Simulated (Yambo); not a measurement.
G0W0@PBEsol for ZnCl₂ (space group P4_2/nmc, No. 137) in Yambo. Reference settings: 4×4×1 Γ-centred k mesh, bands 9 to 221 and a 7 Ry block in the screening, 221 bands in G with the Bruneval-Gonze terminator, plasmon pole fitted at 27.2 eV. The PBEsol gap Γ → Γ on this mesh is 3.76 eV; G0W0 gaps are taken between the same points.

Gap (Γ → Γ) in eV against the number of bands and the screening block, terminator on:

| bands (W and G) | 2 Ry | 3 Ry | 4 Ry | 6 Ry | 7 Ry |
|---|---|---|---|---|---|
| 62 | 6.617 | 6.567 | 6.558 | 6.588 | 6.594 |
| 89 | 6.392 | 6.367 | 6.381 | 6.445 | 6.456 |
| 127 | 6.280 | 6.254 | 6.278 | 6.369 | 6.385 |
| 174 | 6.230 | 6.195 | 6.219 | 6.325 | 6.346 |
| 221 | 6.206 | 6.167 | 6.188 | 6.301 | 6.324 |

Rough cost of the Yambo step against the reference (shared machines):

```json
[
 {"bands (W and G)": "62", "2 Ry": "1/6", "3 Ry": "1/6", "4 Ry": "1/5", "6 Ry": "1/4", "7 Ry": "1/4"},
 {"bands (W and G)": "89", "2 Ry": "1/4", "3 Ry": "1/4", "4 Ry": "1/4", "6 Ry": "1/3", "7 Ry": "1/3"},
 {"bands (W and G)": "127", "2 Ry": "1/2", "3 Ry": "1/2", "4 Ry": "1/2", "6 Ry": "~1", "7 Ry": "~1"},
 {"bands (W and G)": "174", "2 Ry": "~1", "3 Ry": "~1", "4 Ry": "~1", "6 Ry": "~1", "7 Ry": "~1"},
 {"bands (W and G)": "221", "2 Ry": "~1", "3 Ry": "~1", "4 Ry": "~1", "6 Ry": "~1", "7 Ry": "1"}
]
```

At the largest block the last step in bands moves the gap by -0.022 eV; at the most bands the last step in the block moves it by 0.023 eV.

Geometry of the Materials Project entry, not relaxed at this level; primitive cell a = b = 3.6854 Å, c = 10.8867 Å, α = β = γ = 90.00°.

The distance between layers or molecules is the database entry's, not relaxed here. Functionals without dispersion can leave it too large, which widens gaps and weakens the response across layers: the numbers belong to this cell.
